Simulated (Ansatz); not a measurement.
Compressing BaFeO3: a fit and a missing row

BaFeO3, Pm-3m, a = 3.885 Å. The structure is a COD entry; whether it is the stable form wasn't checked. Ansatz: PBEsol, PAW, 420 eV, Γ-centred 10×10×10 mesh on 5 atoms, Gaussian smearing 0.10 eV; collinear spin, largest moment 2.7 μB. Symmetry fixes shape and atoms, so the cell is only scaled; pressure is positive in compression.

| V (Å³/atom) | P (GPa) |
| --- | --- |
| 10.317 | ? |
| 10.669 | 19.66 |
| 11.021 | 11.98 |
| 11.373 | 5.45 |
| 11.724 | -0.03 |
| 12.076 | -4.62 |
| 12.428 | -8.38 |
| 12.897 | -12.32 |

**Question.** Take V0 = 11.724 Å³/atom, count pressures from its P0 = -0.03 GPa, fit the third-order Birch–Murnaghan form to the other rows, and predict the missing pressure.

**Answer.** With the Eulerian strain f = ½[(V0/V)^(2/3) − 1] and y = (P − P0)/[3f(1 + 2f)^(5/2)], the form is the line y = B0 + 1.5 B0 (B0′ − 4) f. Rows (f, y): 0.03244, 172.9; 0.02104, 171.6; 0.01024, 169.6; -0.00976, 164.7; -0.01907, 160.9; -0.03080, 155.9. Means f = 0.0006817, y = 165.93; Σ(Δf)² = 0.003005, ΣΔfΔy = 0.7998; the slope is their ratio. y = 165.8 + 266.2 f GPa, so B0 = 165.8 GPa and B0′ = 4 + 2 × (266.2)/(3 × 165.8) = 5.07. At V = 10.317, f = 0.04448, y = 177.64 and P = 29.30 GPa. The run gave 28.60 GPa, so the fit is 0.70 GPa too high, 1.7 % of the span of the series, against an rms of 0.09 GPa on the fitted rows. The row lies outside the fitted range. The points of y bend away from a line: a fourth-order term fitted to them gives P = 28.56 GPa at this row's volume (the line 29.30, the run 28.60).

The cell holds one magnetic atom, so it can only be ferromagnetic; an antiferromagnetic order may lie lower.

Symmetry holds off the tilts and polar distortions that many cubic perovskites undergo.